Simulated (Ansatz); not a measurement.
**Mg2ZnO3: consecutive steps of a trajectory**

Method: DFT PBEsol, scalar-relativistic, plane waves, PAW (Ansatz 0.2.0). Cutoff 420 eV, shifted (0.5, 0.5, 0.5 steps) 2×2×2 k-points, Fermi–Dirac smearing of 0.02 eV. The mesh is coarse. No spin polarisation.

18 atoms, starting at 1.00 times the perfect crystal's volume (space group P-3m1, the cell as given, not relaxed at this level); constant energy, velocities drawn at 200 K, fixed cell; 62 steps of 1 fs. The run is short and not equilibrated.

Positions in Å, velocities in 0.01 Å/fs, forces in eV/Å; dE is the potential energy from the first frame shown.

```xyz
18
Lattice="4.5495 -2.6267 0.0000 0.0000 5.2533 0.0000 0.0000 0.0000 7.4033" Properties=species:S:1:pos:R:3:v100:R:3:forces:R:3 pbc="T T T" time_fs=42.00 dE_eV=0.0000 T_K=138
Mg    0.0205    1.7243    5.0176    0.1541   -0.1528   -0.1369   -0.0448    0.1318   -0.7062
Mg    3.0304    1.7471    4.8853    0.0420   -0.0489    0.4598    0.0412   -0.1622    0.0957
Mg    1.5182    4.3734    4.9694   -0.2354    0.0943   -0.1138   -0.0005    0.1112   -0.5604
Mg    1.5067    0.8698    2.4587   -0.7099   -0.0565   -0.3694   -0.2162   -0.0292    0.2343
Mg   -0.0113    3.4632    2.4555    0.4629    0.1437   -0.2026    0.0586    0.1093    0.3993
Mg    3.0218    3.5041    2.4608    0.0821   -0.1823   -0.1265    0.0354   -0.0380    0.3860
Zn   -0.0488   -0.0412   -0.0092   -0.0099   -0.0356    0.0536    0.3391    0.2772    0.1084
Zn    3.0403    0.0039    0.0292   -0.0169    0.0422    0.0613   -0.0949    0.1256   -0.1933
Zn    1.5787    2.7148   -0.0403    0.0576    0.0830    0.0058   -0.3561   -0.5840    0.2497
O    -0.0404    1.7409    1.2436    0.1554    0.2929   -0.0232    0.0401   -0.0720    0.0011
O     3.0011    1.7417    1.2643   -0.0882   -0.2822    0.4046    0.0893    0.0936   -0.0211
O     1.4732    4.3746    1.2744   -0.1504   -0.1077   -0.5450    0.1646   -0.0398   -0.0701
O     1.5561    0.8687    6.1354   -0.2343   -0.2495    0.1784   -0.1174   -0.0111    0.2992
O     0.0342    3.4851    6.1455    0.4498   -0.0613    0.2001   -0.2005    0.2011    0.1470
O     3.0236    3.5112    6.1128   -0.1646    0.3023    0.0152    0.2381   -0.2046    0.2872
O     0.0020   -0.0056    3.7242    0.2597    0.1930   -0.3493   -0.0791   -0.0841   -0.1691
O     3.0395   -0.0162    3.7285    0.1142   -0.0122    0.1561   -0.0824    0.0270   -0.3168
O     1.4937    2.5969    3.7127   -0.1574   -0.1339    0.2132    0.1856    0.1482   -0.1706
18
Lattice="4.5495 -2.6267 0.0000 0.0000 5.2533 0.0000 0.0000 0.0000 7.4033" Properties=species:S:1:pos:R:3:v100:R:3:forces:R:3 pbc="T T T" time_fs=43.00 dE_eV=0.0024 T_K=137
Mg    0.0220    1.7228    5.0161    0.1520   -0.1471   -0.1648   -0.0657    0.1558   -0.7007
Mg    3.0309    1.7466    4.8899    0.0435   -0.0554    0.4626    0.0336   -0.1696    0.0434
Mg    1.5159    4.3744    4.9682   -0.2347    0.0985   -0.1361    0.0358    0.1021   -0.5628
Mg    1.4996    0.8692    2.4550   -0.7170   -0.0575   -0.3594   -0.1404   -0.0199    0.2703
Mg   -0.0067    3.4646    2.4536    0.4640    0.1477   -0.1861   -0.0012    0.0888    0.4325
Mg    3.0226    3.5023    2.4596    0.0833   -0.1834   -0.1107    0.0258   -0.0183    0.4103
Zn   -0.0489   -0.0416   -0.0087   -0.0049   -0.0315    0.0551    0.3323    0.2820    0.0939
Zn    3.0401    0.0044    0.0298   -0.0183    0.0440    0.0584   -0.0898    0.1237   -0.2002
Zn    1.5793    2.7156   -0.0402    0.0524    0.0743    0.0095   -0.3544   -0.5957    0.2407
O    -0.0388    1.7438    1.2434    0.1572    0.2877   -0.0232    0.0214   -0.1025   -0.0013
O     3.0003    1.7389    1.2683   -0.0826   -0.2757    0.4022    0.0965    0.1201   -0.0578
O     1.4717    4.3735    1.2689   -0.1399   -0.1097   -0.5477    0.1820   -0.0290   -0.0220
O     1.5537    0.8662    6.1373   -0.2408   -0.2495    0.1963   -0.0991    0.0105    0.2939
O     0.0387    3.4845    6.1476    0.4362   -0.0489    0.2084   -0.2516    0.2109    0.1282
O     3.0220    3.5142    6.1130   -0.1493    0.2889    0.0326    0.2663   -0.2383    0.2900
O     0.0046   -0.0037    3.7207    0.2542    0.1872   -0.3587   -0.1054   -0.1080   -0.1424
O     3.0406   -0.0163    3.7300    0.1090   -0.0107    0.1367   -0.0912    0.0230   -0.3266
O     1.4921    2.5956    3.7148   -0.1456   -0.1245    0.2023    0.2053    0.1643   -0.1894
18
Lattice="4.5495 -2.6267 0.0000 0.0000 5.2533 0.0000 0.0000 0.0000 7.4033" Properties=species:S:1:pos:R:3:v100:R:3:forces:R:3 pbc="T T T" time_fs=44.00 dE_eV=0.0067 T_K=135
Mg    0.0235    1.7214    5.0143    0.1489   -0.1404   -0.1924   -0.0865    0.1792   -0.6908
Mg    3.0313    1.7460    4.8945    0.0447   -0.0623    0.4633    0.0252   -0.1765   -0.0058
Mg    1.5135    4.3754    4.9667   -0.2325    0.1024   -0.1584    0.0722    0.0921   -0.5608
Mg    1.4924    0.8686    2.4515   -0.7210   -0.0581   -0.3481   -0.0635   -0.0097    0.3015
Mg   -0.0020    3.4661    2.4518    0.4628    0.1508   -0.1683   -0.0604    0.0684    0.4611
Mg    3.0234    3.5005    2.4586    0.0841   -0.1837   -0.0940    0.0161    0.0008    0.4307
Zn   -0.0489   -0.0419   -0.0081   -0.0001   -0.0273    0.0564    0.3252    0.2867    0.0797
Zn    3.0399    0.0048    0.0303   -0.0195    0.0458    0.0554   -0.0845    0.1215   -0.2058
Zn    1.5798    2.7163   -0.0401    0.0471    0.0655    0.0129   -0.3522   -0.6071    0.2320
O    -0.0372    1.7466    1.2432    0.1579    0.2806   -0.0234    0.0026   -0.1317   -0.0027
O     2.9995    1.7362    1.2723   -0.0766   -0.2677    0.3977    0.1032    0.1454   -0.0926
O     1.4704    4.3724    1.2634   -0.1284   -0.1111   -0.5476    0.1986   -0.0175    0.0274
O     1.5513    0.8637    6.1394   -0.2463   -0.2482    0.2137   -0.0809    0.0323    0.2847
O     0.0430    3.4841    6.1497    0.4195   -0.0360    0.2155   -0.3016    0.2189    0.1062
O     3.0206    3.5170    6.1134   -0.1325    0.2736    0.0501    0.2926   -0.2700    0.2890
O     0.0071   -0.0019    3.7170    0.2470    0.1800   -0.3664   -0.1306   -0.1312   -0.1148
O     3.0417   -0.0164    3.7312    0.1033   -0.0094    0.1168   -0.0991    0.0187   -0.3329
O     1.4907    2.5944    3.7168   -0.1327   -0.1141    0.1904    0.2236    0.1796   -0.2062
18
Lattice="4.5495 -2.6267 0.0000 0.0000 5.2533 0.0000 0.0000 0.0000 7.4033" Properties=species:S:1:pos:R:3:v100:R:3:forces:R:3 pbc="T T T" time_fs=45.00 dE_eV=0.0127 T_K=133
Mg    0.0250    1.7200    5.0123    0.1451   -0.1329   -0.2196   -0.1071    0.2018   -0.6763
Mg    3.0318    1.7453    4.8992    0.0455   -0.0694    0.4622    0.0162   -0.1827   -0.0518
Mg    1.5112    4.3765    4.9650   -0.2290    0.1058   -0.1805    0.1085    0.0812   -0.5543
Mg    1.4852    0.8680    2.4481   -0.7220   -0.0583   -0.3356    0.0143    0.0011    0.3276
Mg    0.0026    3.4676    2.4502    0.4592    0.1531   -0.1496   -0.1185    0.0482    0.4850
Mg    3.0243    3.4986    2.4577    0.0846   -0.1833   -0.0766    0.0063    0.0194    0.4470
Zn   -0.0489   -0.0421   -0.0076    0.0046   -0.0230    0.0575    0.3176    0.2913    0.0658
Zn    3.0397    0.0053    0.0309   -0.0207    0.0476    0.0523   -0.0788    0.1190   -0.2101
Zn    1.5802    2.7169   -0.0400    0.0420    0.0564    0.0163   -0.3495   -0.6183    0.2235
O    -0.0356    1.7494    1.2429    0.1575    0.2718   -0.0235   -0.0161   -0.1592   -0.0029
O     2.9987    1.7335    1.2763   -0.0702   -0.2582    0.3911    0.1092    0.1692   -0.1255
O     1.4692    4.3713    1.2580   -0.1160   -0.1118   -0.5444    0.2143   -0.0055    0.0780
O     1.5488    0.8612    6.1416   -0.2506   -0.2456    0.2305   -0.0629    0.0541    0.2715
O     0.0471    3.4838    6.1519    0.3998   -0.0226    0.2211   -0.3499    0.2253    0.0813
O     3.0194    3.5197    6.1140   -0.1141    0.2564    0.0674    0.3169   -0.2995    0.2844
O     0.0095   -0.0001    3.7133    0.2384    0.1714   -0.3725   -0.1548   -0.1535   -0.0864
O     3.0427   -0.0165    3.7323    0.0971   -0.0084    0.0966   -0.1060    0.0140   -0.3357
O     1.4895    2.5933    3.7186   -0.1187   -0.1028    0.1775    0.2404    0.1941   -0.2209
18
Lattice="4.5495 -2.6267 0.0000 0.0000 5.2533 0.0000 0.0000 0.0000 7.4033" Properties=species:S:1:pos:R:3:v100:R:3:forces:R:3 pbc="T T T" time_fs=46.00 dE_eV=0.0202 T_K=129
Mg    0.0264    1.7187    5.0099    0.1404   -0.1244   -0.2460   -0.1273    0.2233   -0.6575
Mg    3.0322    1.7446    4.9038    0.0460   -0.0768    0.4593    0.0068   -0.1881   -0.0943
Mg    1.5090    4.3775    4.9631   -0.2239    0.1088   -0.2023    0.1445    0.0696   -0.5433
Mg    1.4779    0.8675    2.4448   -0.7199   -0.0580   -0.3222    0.0927    0.0126    0.3488
Mg    0.0071    3.4692    2.4488    0.4534    0.1546   -0.1299   -0.1755    0.0282    0.5041
Mg    3.0251    3.4968    2.4570    0.0846   -0.1822   -0.0586   -0.0037    0.0372    0.4592
Zn   -0.0488   -0.0423   -0.0070    0.0093   -0.0187    0.0583    0.3097    0.2958    0.0521
Zn    3.0395    0.0058    0.0314   -0.0219    0.0493    0.0492   -0.0729    0.1161   -0.2131
Zn    1.5806    2.7174   -0.0398    0.0368    0.0472    0.0195   -0.3464   -0.6290    0.2152
O    -0.0341    1.7521    1.2427    0.1560    0.2615   -0.0237   -0.0346   -0.1850   -0.0021
O     2.9981    1.7310    1.2801   -0.0634   -0.2474    0.3826    0.1145    0.1915   -0.1563
O     1.4681    4.3701    1.2525   -0.1026   -0.1118   -0.5381    0.2289    0.0069    0.1294
O     1.5463    0.8588    6.1440   -0.2538   -0.2417    0.2464   -0.0450    0.0759    0.2544
O     0.0510    3.4837    6.1541    0.3773   -0.0088    0.2252   -0.3962    0.2299    0.0535
O     3.0183    3.5221    6.1148   -0.0943    0.2375    0.0843    0.3388   -0.3267    0.2761
O     0.0119    0.0016    3.7096    0.2284    0.1615   -0.3768   -0.1778   -0.1749   -0.0573
O     3.0437   -0.0165    3.7332    0.0905   -0.0078    0.0764   -0.1121    0.0091   -0.3353
O     1.4884    2.5923    3.7203   -0.1038   -0.0907    0.1638    0.2557    0.2076   -0.2337
18
Lattice="4.5495 -2.6267 0.0000 0.0000 5.2533 0.0000 0.0000 0.0000 7.4033" Properties=species:S:1:pos:R:3:v100:R:3:forces:R:3 pbc="T T T" time_fs=47.00 dE_eV=0.0291 T_K=125
Mg    0.0278    1.7175    5.0073    0.1350   -0.1151   -0.2717   -0.1472    0.2436   -0.6342
Mg    3.0327    1.7438    4.9083    0.0460   -0.0844    0.4547   -0.0031   -0.1926   -0.1333
Mg    1.5068    4.3786    4.9610   -0.2175    0.1113   -0.2236    0.1800    0.0572   -0.5277
Mg    1.4708    0.8669    2.4416   -0.7146   -0.0572   -0.3080    0.1717    0.0245    0.3650
Mg    0.0116    3.4707    2.4476    0.4453    0.1553   -0.1096   -0.2311    0.0085    0.5182
Mg    3.0260    3.4950    2.4565    0.0843   -0.1804   -0.0402   -0.0139    0.0542    0.4672
Zn   -0.0487   -0.0425   -0.0064    0.0138   -0.0143    0.0590    0.3013    0.3002    0.0388
Zn    3.0393    0.0063    0.0319   -0.0229    0.0510    0.0460   -0.0668    0.1128   -0.2148
Zn    1.5810    2.7179   -0.0396    0.0317    0.0379    0.0227   -0.3429   -0.6393    0.2070
O    -0.0325    1.7546    1.2425    0.1534    0.2496   -0.0238   -0.0528   -0.2088   -0.0002
O     2.9975    1.7286    1.2839   -0.0564   -0.2352    0.3724    0.1190    0.2122   -0.1848
O     1.4671    4.3690    1.2472   -0.0884   -0.1110   -0.5288    0.2423    0.0195    0.1814
O     1.5437    0.8564    6.1465   -0.2560   -0.2364    0.2611   -0.0274    0.0975    0.2334
O     0.0546    3.4836    6.1564    0.3521    0.0051    0.2275   -0.4401    0.2329    0.0232
O     3.0175    3.5244    6.1157   -0.0733    0.2171    0.1006    0.3582   -0.3514    0.2643
O     0.0141    0.0031    3.7058    0.2170    0.1504   -0.3794   -0.1996   -0.1951   -0.0274
O     3.0445   -0.0166    3.7338    0.0836   -0.0074    0.0563   -0.1173    0.0039   -0.3317
O     1.4874    2.5915    3.7219   -0.0879   -0.0778    0.1494    0.2694    0.2200   -0.2444
18
Lattice="4.5495 -2.6267 0.0000 0.0000 5.2533 0.0000 0.0000 0.0000 7.4033" Properties=species:S:1:pos:R:3:v100:R:3:forces:R:3 pbc="T T T" time_fs=48.00 dE_eV=0.0390 T_K=121
Mg    0.0291    1.7164    5.0045    0.1288   -0.1051   -0.2963   -0.1665    0.2626   -0.6068
Mg    3.0331    1.7429    4.9129    0.0457   -0.0921    0.4487   -0.0131   -0.1962   -0.1687
Mg    1.5046    4.3798    4.9586   -0.2097    0.1133   -0.2441    0.2148    0.0442   -0.5077
Mg    1.4637    0.8663    2.4386   -0.7062   -0.0560   -0.2933    0.2510    0.0369    0.3764
Mg    0.0160    3.4723    2.4466    0.4351    0.1553   -0.0889   -0.2850   -0.0109    0.5274
Mg    3.0268    3.4932    2.4562    0.0835   -0.1779   -0.0216   -0.0242    0.0704    0.4712
Zn   -0.0485   -0.0426   -0.0058    0.0182   -0.0099    0.0595    0.2927    0.3046    0.0260
Zn    3.0391    0.0068    0.0323   -0.0238    0.0526    0.0429   -0.0604    0.1091   -0.2152
Zn    1.5812    2.7182   -0.0393    0.0267    0.0283    0.0257   -0.3392   -0.6491    0.1991
O    -0.0310    1.7570    1.2422    0.1496    0.2363   -0.0237   -0.0707   -0.2305    0.0028
O     2.9969    1.7263    1.2876   -0.0491   -0.2218    0.3604    0.1229    0.2312   -0.2109
O     1.4663    4.3679    1.2420   -0.0734   -0.1094   -0.5163    0.2544    0.0322    0.2336
O     1.5411    0.8540    6.1492   -0.2572   -0.2299    0.2744   -0.0100    0.1189    0.2086
O     0.0580    3.4838    6.1587    0.3243    0.0192    0.2279   -0.4813    0.2341   -0.0095
O     3.0169    3.5265    6.1168   -0.0512    0.1952    0.1161    0.3749   -0.3735    0.2492
O     0.0162    0.0046    3.7020    0.2044    0.1381   -0.3801   -0.2199   -0.2140    0.0030
O     3.0453   -0.0167    3.7343    0.0764   -0.0073    0.0365   -0.1217   -0.0014   -0.3254
O     1.4866    2.5908    3.7233   -0.0713   -0.0642    0.1344    0.2813    0.2312   -0.2531
```

What is the next frame?

```xyz
18
Lattice="4.5495 -2.6267 0.0000 0.0000 5.2533 0.0000 0.0000 0.0000 7.4033" Properties=species:S:1:pos:R:3:v100:R:3:forces:R:3 pbc="T T T" time_fs=49.00 dE_eV=0.0499 T_K=116
Mg    0.0304    1.7154    5.0014    0.1218   -0.0943   -0.3198   -0.1852    0.2802   -0.5753
Mg    3.0336    1.7420    4.9173    0.0450   -0.0999    0.4414   -0.0231   -0.1988   -0.2005
Mg    1.5026    4.3809    4.9561   -0.2005    0.1148   -0.2638    0.2485    0.0306   -0.4833
Mg    1.4566    0.8658    2.4358   -0.6947   -0.0543   -0.2782    0.3302    0.0496    0.3831
Mg    0.0203    3.4738    2.4458    0.4227    0.1545   -0.0679   -0.3370   -0.0298    0.5316
Mg    3.0277    3.4914    2.4561    0.0824   -0.1748   -0.0029   -0.0348    0.0858    0.4712
Zn   -0.0483   -0.0427   -0.0052    0.0224   -0.0053    0.0598    0.2838    0.3088    0.0138
Zn    3.0388    0.0073    0.0327   -0.0247    0.0542    0.0397   -0.0538    0.1051   -0.2146
Zn    1.5815    2.7184   -0.0391    0.0217    0.0187    0.0285   -0.3355   -0.6582    0.1914
O    -0.0295    1.7593    1.2420    0.1448    0.2219   -0.0234   -0.0880   -0.2500    0.0068
O     2.9965    1.7241    1.2911   -0.0416   -0.2074    0.3470    0.1260    0.2485   -0.2347
O     1.4657    4.3668    1.2369   -0.0578   -0.1071   -0.5006    0.2651    0.0448    0.2856
O     1.5386    0.8518    6.1520   -0.2572   -0.2221    0.2861    0.0072    0.1399    0.1804
O     0.0611    3.4840    6.1610    0.2942    0.0333    0.2263   -0.5195    0.2337   -0.0441
O     3.0165    3.5283    6.1180   -0.0282    0.1721    0.1305    0.3887   -0.3931    0.2309
O     0.0182    0.0059    3.6982    0.1905    0.1246   -0.3790   -0.2388   -0.2316    0.0340
O     3.0460   -0.0168    3.7346    0.0689   -0.0075    0.0171   -0.1252   -0.0067   -0.3163
O     1.4860    2.5902    3.7246   -0.0541   -0.0500    0.1189    0.2914    0.2411   -0.2598
```